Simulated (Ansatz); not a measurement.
All numbers below come from Ansatz 0.2.0, DFT PBE, scalar-relativistic, plane waves, PAW. All cells share a 420 eV cutoff and Γ-centred k meshes spaced at most about 0.3 Å⁻¹ (about 0.25 or finer for metals, 2π included). No spin polarisation in the final relaxations.

All energies are static (0 K, no zero-point motion).

Two relaxed structures of ScV₂WS₂:

A. Space group C2/m (No. 12), monoclinic, a = 8.292 Å, b = 3.146 Å, c = 7.252 Å, β = 104.6°. Sc is surrounded by 4 S at 2.71 Å, 4 V at 2.97 Å, 2 S at 3.06 Å, 2 Sc at 3.15 Å and 2 W at 3.63 Å; V has 3 S at 2.46–2.53 Å, 3 W at 2.62–2.65 Å, 2 V at 2.85 Å, 2 Sc at 2.97 Å and 2 V at 3.15 Å; around W lie 4 S at 2.55 Å, 6 V at 2.62–2.65 Å, 2 W at 3.15 Å and 2 Sc at 3.63 Å; S has 3 V at 2.46–2.53 Å, 2 W at 2.55 Å, 2 Sc at 2.71 Å and 1 Sc at 3.06 Å.

B. Space group P-3m1 (No. 164), trigonal, a = 4.120 Å, c = 6.127 Å. Sc is surrounded by 6 S at 2.82 Å, 2 W at 3.06 Å and 6 V at 3.20 Å; around V lie 4 S at 2.46–2.48 Å, 3 W at 2.55 Å, 3 V at 3.01 Å and 3 Sc at 3.20 Å; W has 6 V at 2.55 Å, 6 S at 2.84 Å and 2 Sc at 3.06 Å; S is surrounded by 4 V at 2.46–2.48 Å, 3 Sc at 2.82 Å and 3 W at 2.84 Å.

Question: Which form is favoured at zero pressure, and by what margin per atom?

Answer: A is lower, by 218 meV/atom. A has space group C2/m (No. 12), 15.3 Å³/atom and no gap on its mesh; B has space group P-3m1 (No. 164), 15.0 Å³/atom and no gap. Counting S atoms around Sc, V and W (those within 1.25 times the shortest such distance or 1.15 times the sum of covalent radii, 1.27 where that leaves under three; a plus sign parts nearer from farther groups), A has Sc 4+2, V 3, W 4 and B has Sc 6, V 4, W 6. Both come from invented guesses.

These runs have no spin–orbit coupling, which can matter for W. In C2/m, P-3m1 an odd number of electrons in the primitive cell allows no gap without spin; a larger cell or a magnetic state could open one. No Hubbard U is applied to the 3d shell of V. Trial moments died out on the coarse mesh in C2/m and P-3m1; another magnetic start might hold. Cells relaxed within their symmetry can be saddle points. The C2/m cell of ScV2WS2 came from shaking the P-3m1 one.
